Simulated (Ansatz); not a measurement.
Question: Each is relaxed and computed with plane-wave PAW HSE06 (Ansatz code). Which alone has a direct gap?
A) SiGe, wurtzite
B) BeS, zinc blende
C) MgTe, P4_2/mmc (Mg on 2c, Te on 2e)
D) MgS, wurtzite

Answer: D, MgS, wurtzite. MgS: gap 4.53 eV (direct); BeS: gap 4.06 eV (indirect); SiGe: gap 0.98 eV (indirect); MgTe: gap 0.72 eV (indirect). Constructed cells (a structure type filled with these elements, in neither database checked): MgTe, P4_2/mmc (Mg on 2c, Te on 2e). Standing as an ambient phase not checked: MgS, wurtzite; SiGe, wurtzite. All cells were relaxed under the symmetry of their starts (and spin orders); stability against distortions was not tested throughout. Spin–orbit coupling is left out wherever it is not named.

Potentials: the later of the program's two PAW sets.
